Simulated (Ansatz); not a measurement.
# NbH2, a database entry at a rescaled volume

```
CELL_PARAMETERS angstrom
0.00000 2.26564 2.26564
2.26564 0.00000 2.26564
2.26564 2.26564 0.00000
ATOMIC_POSITIONS crystal
Nb 0.00000 0.00000 0.00000
H 0.25000 0.25000 0.25000
H 0.75000 0.75000 0.75000
```

The numbers come from plane-wave PAW DFT (Ansatz): r2SCAN, no spin polarisation, 500 eV, 13×13×13 Γ-centred k points, fermi-dirac occupations (width 0.1 eV). Nothing was relaxed.

**Question.** How is the charge shared?

**Answer.** Bader charges in e: Nb +1.34, H -0.67. In the mean Nb gives up most and H takes most.

**Question.** What do density and ELF say about some of the short contacts?

**Answer.** Nb–H at 1.96 Å: least valence density 0.43 e/Å³ and ELF 0.26 there. H–H at 2.27 Å: least valence density 0.23 e/Å³ and ELF 0.27 there. Both are smooth PAW fields, read partly inside the augmentation spheres.

**Question.** Is the cell too large or too small?

**Answer.** The pressure is 2.1 GPa (compression positive), so with the atoms held at these fractions the cell would first expand.

**Question.** What happens at the Fermi level?

**Answer.** It is a metal, with about 0.91 states/eV a cell as the mean within 0.25 eV of the Fermi level, mostly Nb d (97 %).

**Question.** Is it stable against the elements?

**Answer.** -0.27 eV an atom against the elements' usual phases (free molecules for gases, crystals otherwise, with no correction for O₂ or N₂), so it is bound against them; other compounds may still compete. Relaxing would lower it.

Origin: a database entry at a rescaled volume.
